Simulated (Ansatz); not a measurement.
Cu (fcc, Cu type)

```cif
data_Cu4
_chemical_formula_sum 'Cu4'
_space_group_name_H-M_alt 'Fm-3m'
_space_group_IT_number 225
_space_group_name_Hall '-F 4 2 3'
_cell_length_a 3.56378
_cell_length_b 3.56378
_cell_length_c 3.56378
_cell_angle_alpha 90.000
_cell_angle_beta 90.000
_cell_angle_gamma 90.000
loop_
_atom_site_label
_atom_site_type_symbol
_atom_site_symmetry_multiplicity
_atom_site_Wyckoff_symbol
_atom_site_fract_x
_atom_site_fract_y
_atom_site_fract_z
_atom_site_occupancy
Cu1 Cu 4 a 0.00000 0.00000 0.00000 1
```
(The calculation used a cell of 1 atom; values per cell refer to that cell.)

The relaxed cell is deformed in two ways at once: its volume V is scaled, and at that volume it is stretched along z (the c axis of the conventional cell) so that c/a changes. Fractional atomic positions are held.

Method: PBEsol (plane waves to 420 eV, PAW, scalar-relativistic; Ansatz, a first-principles code). k mesh 22×22×22 (Γ-centred), Fermi-Dirac smearing 0.05 eV. Stress and pressure are positive under compression. With partly filled bands, the response to shear is sensitive to the k mesh, so small differences along c/a are uncertain. Cu is run without spin polarisation. Cu was relaxed with its symmetry unable to fall. The last digit holds for this mesh only.

Changes of σzz (GPa) from the point V/V₀ = 1.000, (c/a)/(c/a)₀ = 1.000 when one coordinate moves alone (two changes are said to add if the coupling is within 5 % of the smaller one, nearly so within 20 %):

```
point                               change
----------------------------------  ------
V/V₀ = 1.000, (c/a)/(c/a)₀ = 0.920    2.73
V/V₀ = 1.000, (c/a)/(c/a)₀ = 0.960    1.59
V/V₀ = 0.960, (c/a)/(c/a)₀ = 1.000    7.62
V/V₀ = 0.980, (c/a)/(c/a)₀ = 1.000    3.58
V/V₀ = 1.020, (c/a)/(c/a)₀ = 1.000   -3.18
V/V₀ = 1.040, (c/a)/(c/a)₀ = 1.000   -5.99
V/V₀ = 1.000, (c/a)/(c/a)₀ = 1.040   -1.83
V/V₀ = 1.000, (c/a)/(c/a)₀ = 1.080   -4.14
```

Problem. Do the two effects add at V/V₀ = 0.960, (c/a)/(c/a)₀ = 1.040? Give the computed change.

Solution. The sum of the single changes is 7.62 + (-1.83) = 5.79; the calculation gives 5.57, so the coupling contributes -0.22 (under 20 % of the smaller single change, nearly additive).

Problem. Do the two effects add at V/V₀ = 0.980, (c/a)/(c/a)₀ = 1.080? Give the computed change.

Solution. The sum of the single changes is 3.58 + (-4.14) = -0.56; the calculation gives -0.82, so the coupling contributes -0.26 (under 20 % of the smaller single change, nearly additive).

(A scan under strain: stresses follow from slopes of the energy per volume, elastic moduli from its curvatures.)
